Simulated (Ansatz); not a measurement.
RhPb:
```yaml
crystal:
  lattice:
    - [5.70504, 0.00000, 0.00000]
    - [-2.85252, 4.94071, 0.00000]
    - [0.00000, 0.00000, 4.45990]
  atoms:
    - { symbol: Rh, position: [0.50000, 0.00000, 0.00000] }
    - { symbol: Rh, position: [0.50000, 0.50000, 0.00000] }
    - { symbol: Rh, position: [0.00000, 0.50000, 0.00000] }
    - { symbol: Pb, position: [0.33333, 0.66667, 0.50000] }
    - { symbol: Pb, position: [0.66667, 0.33333, 0.50000] }
    - { symbol: Pb, position: [0.00000, 0.00000, 0.00000] }
```

Relaxed with r²SCAN.

### Question
Give the Bader charges and basin volumes of the independent atoms, plane-wave PAW r²SCAN (Ansatz code).

### Answer


```csv
atom,Bader charge (e),Bader volume (Å³)
Rh1,-0.42,18.0
Pb4,+0.39,22.6
Pb6,+0.47,26.5
```

Space group P6/mmm. The workflow started from an entry of the Crystallography Open Database (COD). Whether it is the stable phase at ambient conditions was not checked. The cell was relaxed with r²SCAN under the symmetry of its start; its stability against distortions is not shown here. The run is not spin-polarised. Spin–orbit coupling is left out wherever it is not named.

Potentials: the later of the program's two PAW sets.
